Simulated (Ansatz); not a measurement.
BaTiO₃ (cubic perovskite)

```xyz
5
Lattice="3.9699 0.0000 0.0000 0.0000 3.9699 0.0000 0.0000 0.0000 3.9699" Properties=species:S:1:pos:R:3 pbc="T T T"
Ba     0.0000     0.0000     0.0000
Ti     1.9849     1.9849     1.9849
O      0.0000     1.9849     1.9849
O      1.9849     1.9849     0.0000
O      1.9849     0.0000     1.9849
```

This relaxed cell (volume V₀) is scaled evenly in all directions, its shape held. Symmetry pins the atoms to their sites.

Method: PBEsol (plane waves to 420 eV, PAW, scalar-relativistic; Ansatz, a program for electronic structure). k mesh 8×8×8 (Γ-centred), Fermi-Dirac smearing 0.05 eV. Stress and pressure are positive under compression. BaTiO3 is run without spin polarisation. BaTiO3 was relaxed with its symmetry unable to fall. This is a high-temperature form of BaTiO3.

At one point of the scan the stress tensor (GPa) is:

```
  -11.7      0.0      0.0
    0.0    -11.7      0.0
    0.0      0.0    -11.7
```

Which point is it?
A) V/V₀ = 1.160
B) V/V₀ = 1.120
C) V/V₀ = 1.040
D) V/V₀ = 1.080

D, V/V₀ = 1.080

(Under strain, the slope of the energy per volume gives the stress and its curvature an elastic modulus.)
